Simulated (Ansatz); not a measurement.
Zr (hcp (Mg type)) was relaxed and computed twice in Ansatz (plane waves, PAW), once with PBE+D3(BJ) and once with r²SCAN+D4.

```tsv
	run 1	run 2
cell	a = b = 3.2417 Å, c = 5.1451 Å, α = β = 90.00°, γ = 120.00°	a = b = 3.1830 Å, c = 5.1156 Å, α = β = 90.00°, γ = 120.00°
B₀ by P(V) fit (GPa)	95.7	97.0
K_Hill (GPa)	95.4	98.1
G_Hill (GPa)	37.2	30.3
Θ_D (K)	280	252
```

### Question
Which run used which functional?

### Answer
Run 1 is r²SCAN+D4, run 2 is PBE+D3(BJ).

All cells were relaxed under the symmetry of their starts (and spin orders); stability against distortions was not tested throughout. Rows with no word on spin ran without spin polarisation. Spin–orbit coupling is left out wherever it is not named.

Potentials: the later of the program's two PAW sets.

Ansatz (a quantum-chemistry and plane-wave program) is a plane-wave DFT program.
